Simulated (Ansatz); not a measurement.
Si2Mo (MoSi2 or CaC2 type), relaxed with PBE (Ansatz, a quantum-chemistry and plane-wave program, plane waves, PAW): a = b = 3.217 Å, c = 7.873 Å, α = β = γ = 90.00°.

```
Property        Value
--------------  -----
ΔH_f (eV/atom)  -0.49
```

Problem. The same phase is relaxed and computed with r²SCAN in the same code. What are the cell and these values now?

Solution. a = 3.202 Å, b = 3.202 Å, c = 7.820 Å, α = 90.00°, β = 90.00°, γ = 90.00°.

- ΔH_f (eV/atom): -0.47

All cells were relaxed under the symmetry of their starts (and spin orders); stability against distortions was not tested throughout. Rows with no word on spin ran without spin polarisation. Scalar-relativistic: spin–orbit coupling is off unless named, which matters more the heavier the elements.

Potentials: the earlier of the program's two PAW sets.

Ansatz is a plane-wave DFT program.

Formation energies count from the lowest solids of the elements computed at the same level, not from gases.
